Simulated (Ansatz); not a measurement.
CuAu:
```
CuAu
1.0
    2.87722     0.00000     0.00000
    0.00000     2.87722     0.00000
    0.00000     0.00000     3.62435
Cu Au
1 1
Direct
  0.50000   0.50000   0.50000
  0.00000   0.00000   0.00000
```

Relaxed with PBE. Special points in fractions of this cell's reciprocal vectors: Γ (0.000, 0.000, 0.000); X (0.000, 0.500, 0.000); M (0.500, 0.500, 0.000); Z (0.000, 0.000, 0.500); R (0.000, 0.500, 0.500); A (0.500, 0.500, 0.500).

### Question
List the band energies nearest the Fermi level at these points for the program Ansatz at the PBE level (PAW).

### Answer
In eV from the Fermi level; about four levels below and three above (degenerate sets whole), none deeper than 8.9 eV; points with the same levels are listed once.

```csv
k,below,above
Γ,-1.97 -1.59 -1.39 -1.39,2.73 8.51 9.44 9.44
X,-2.30 -2.09 -0.90 -0.35,9.81 9.83 11.44
M,-1.63 -1.59 -1.26 -1.26,0.54 0.54 4.63
Z,-2.24 -2.24 -2.13 -1.91,13.98 14.17 14.17
R,-1.46 -1.42 -0.88 -0.88,2.55 4.35 15.44
A,-2.98 -1.99 -1.74 -1.58,5.06 5.48 5.48
```

Space group P4/mmm (L1₀ or tetragonal B2). The cell was relaxed with PBE under the symmetry of its start. No spin polarisation was allowed. Scalar-relativistic: spin–orbit coupling is off unless named, which matters more the heavier the elements.

Potentials: the later of the program's two PAW sets.
